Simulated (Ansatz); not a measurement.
A trial cell of Hf4N, before relaxation:

```xyz
5
Lattice="-2.1633 2.1633 4.1212 2.1633 -2.1633 4.1212 2.1633 2.1633 -4.1212" Properties=species:S:1:pos:R:3 pbc="T T T"
Hf    0.0000    0.0000    6.2281
Hf    0.0000    2.1633    0.0000
Hf    2.1633    0.0000    0.0000
Hf    0.0000    0.0000    2.0144
N     0.0000    0.0000    0.0000
```

The calculation used DFT PBE, scalar-relativistic, plane waves, PAW in Ansatz 0.2.0. Cutoff 420 eV, Gaussian smearing, Γ-centred meshes. Cell and atoms relax first on a coarse mesh and then on a finer one. In between, the cell is made exact in the group found at 0.06 Å. In metals the finer mesh still leaves noise of several meV/atom or more. The steps can't lower the symmetry of their start. No spin polarisation.

A guess keeps its type if space group and coordination stay and the shape of the cell changes little (axis ratios within about 15 %, angles within 6°); the volume may change.

Problem. Will the relaxed cell still be of the starting type?

Solution. It keeps its type. The symmetry stays I4/mmm (No. 139). The volume per atom grows by 20.4 %, from 15.4 to 18.6 Å³. The shortest distance goes from 2.01 Å (Hf–N) to 2.22 Å (Hf–N). The ratio c/a of the conventional cell changes by a factor of 1.07. Counting neighbours within 15 % of an atom's shortest distance, the start has Hf 1/2, N 6 and the end Hf 1/2, N 6.

Formation energies are uncorrected and refer to the elements' standard structures at the same level (N₂ as a molecule).

Problem. At what energy does it end?

Solution. −0.70 eV/atom. It lies below the elements, which doesn't yet make it stable against other compounds or structures.

The last run used a 12×12×12 mesh for its 5-atom cell and Gaussian smearing of 0.10 eV. Spin–orbit coupling, which can matter for Hf, is left out. The cell is a metal run without spin; a magnetic state may lie lower. A structure relaxed within its symmetry needn't be a true minimum.

In counts of neighbours, a slash parts the counts of unlike sites.
